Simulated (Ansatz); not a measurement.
An Ansatz (a program for electronic structure) run. Input:

Ansatz 0.2 input:
```yaml
crystal:
  lattice:
    - [3.3857211202, 0.0, 0.0]
    - [-1.6928605601, 2.9321205002, 0.0]
    - [0.0, 0.0, 5.3308585706]
  atoms:
    - { symbol: Sc, position: [0.3333333333, 0.6666666667, 0.5249032918] }
    - { symbol: Ge, position: [0.6666666667, 0.3333333333, 0.9975856351] }
    - { symbol: C, position: [0.3333333333, 0.6666666667, 0.093023762] }
    - { symbol: N, position: [0.6666666667, 0.3333333333, 0.6344773111] }
kpoints:
  mp_grid: { grid: [9, 9, 5] }
hamiltonian:
  xc: r2scan
  pseudopotentials: { azcp: { folder: ./paw }, kind: paw }
scf:
  occupations: { method: fixed }
checkpoint: { read: static.run }
output: { write_density: true, elf: true, volumetric_format: npy }
basis: { fft_grid_basis: typed }
```

Output (shortened):

```
Pseudopotential: Sc, paw, valence charge 11
Pseudopotential: Ge, paw, valence charge 14
Pseudopotential: C, paw, valence charge 4
Pseudopotential: N, paw, valence charge 5
Functional definition: r2SCAN
Crystal: 4 atoms, lattice volume = 52.921 Å³
Basis set: ecut = 500 eV, 1387 PW (Γ), exchange–correlation on 100×100×160 points (64 copies of the dense FFT grid, shifted against one another)
Bands: 21, of which v1, the nominal top of the filled ones, is band 17 counted from 1 (16 counted from 0)
Symmetry: 6 space group operations
Space group: P3m1 (ITA 156), of the structure as read, at distance tolerance 3.8e-5 Å
k-points: 50 of 405 (time reversal used)
Stability of the state it starts from, as read at its close in the unpolarized treatment …
iter 1 solved again at ethr=9.97e-9 eV; its pass at ethr=3.10e-3 eV (dr2=3.39e-6 eV) is discarded
SCF iter   1: F=—  HF=-7082.333614 eV  |F-HF|=—  |Δ(HF+E_count)|=         —  Δρ=1.96e-7  dr2=2.74e-11  dr2_τ=2.13e-12  ethr=9.97e-9  ⟨swp⟩=3.5  Hψ=7208  notcnv=0  defer=85
preconditioner: auto → Resta (q_TF=auto, 2.534 Å⁻¹)
SCF iter   2: F=-7082.333614 eV  HF=-7082.333614 eV  |F-HF|=9.09e-13  |Δ(HF+E_count)|=   2.60e-9  Δρ=7.84e-8  dr2=3.11e-12  dr2_τ=6.46e-13  ethr=1.00e-12  ⟨swp⟩=6.4  Hψ=3474  notcnv=0
SCF 1 converged in 2 iterations: F = -7082.333614 eV  dr2 = 3.11e-12
SCF converged after 2 iterations
Free energy (F): -7082.333614 eV
Harris-Foulkes:  -7082.333614 eV  (|F-HF|=9.09e-13)
Internal energy: -7082.333614 eV  (E = F + TS)
E sigma→0 (E₀):  -7082.333614 eV
Fermi energy:    9.349433 eV
--- Per-component energies (eV) ---
  E_band       = -272.272691
  E_kinetic    = 517.515761
  E_local      = -3172.695999  (includes V_loc(G=0)·N_el)
  E_nonlocal   = 419.590031
  E_hartree    = 1396.360206
  E_xc         = -253.831907
  E_vxc        = -331.264781  (∫ρ·V_xc dr)
  E_paw        = -3260.267424  (= ΣΔE_a)
  E_vpaw       = -517.379630  (= ΣTr[D̂ρ^β])
  E_aug_tail   = 0.000026  (compensation charges beyond the density's cutoff)
  E_vtau       = 19.241474  (kinetic-family band-sum trace: ∫τ·v_τ [+ j·A + Jᵃ·Aᵃ] dr)
  E_ewald      = -2727.625719
  E_core_change = -1.378591  (= ΣΔE_core)
  E_smearing   =  0.000000  (= −TS)
  E_closure    =  0.000000  (closes the sum)
  Σ components = -7082.333614   (vs F -7082.333614, Δ=0.00e0)
  [band-id]    e_kinetic+e_local+e_nonlocal+2·e_hartree+e_vxc+e_vpaw+e_augmentation_tail+e_vtau = -272.272705   (vs E_band -272.272691, Δ=-1.34e-5)
--- Band table (eV; the first three rows and the last of 50) ---
  k-point 0: bands = ["-40.2898", "-18.0429", "-17.8918", "-17.8918", "-15.0209", "-14.9215", "-14.9215", "-14.8815", "-14.8815", "-5.7261", "-2.8718", "3.9554", "6.7692", "6.7692", "9.2832", "9.2832", "9.2833", "12.2638", "13.8966", "13.8966", "14.8122"]
  k-point 1: bands = ["-40.2898", "-18.0449", "-17.8918", "-17.8918", "-15.0204", "-14.9214", "-14.9214", "-14.8815", "-14.8815", "-5.6438", "-3.0192", "4.1725", "6.7701", "6.7701", "8.8055", "9.2576", "9.2576", "12.5087", "14.0301", "14.0301", "15.3801"]
  k-point 2: bands = ["-40.2898", "-18.0481", "-17.8918", "-17.8918", "-15.0195", "-14.9214", "-14.9214", "-14.8815", "-14.8815", "-5.4921", "-3.2709", "4.5781", "6.7713", "6.7713", "8.0680", "9.2185", "9.2185", "13.1337", "14.2639", "14.2639", "14.9966"]
  k-point 49: bands = ["-40.2492", "-18.2414", "-18.0926", "-17.9791", "-14.9855", "-14.9334", "-14.9146", "-14.8809", "-14.8632", "-4.3794", "-0.4322", "1.5532", "4.5233", "6.9053", "7.1040", "7.4230", "8.9393", "11.9956", "12.7375", "14.3296", "15.8846"]
```

Cost: roughly 16 core-seconds on shared cores.

The start of the workflow was typed in or built on a structure type; neither database checked (COD, Materials Project) lists it. Its standing as an ambient phase is unchecked. Symmetry was held in the r²SCAN relaxation; whether a distortion lowers the energy is not shown. No spin polarisation was allowed. Spin–orbit coupling is left out wherever it is not named.

Potentials: the earlier of the program's two PAW sets. The files were generated under PBE; for other functionals the program regenerates the frozen cores, and for LDA and PBEsol the local potential too.

Ansatz is a plane-wave DFT program.
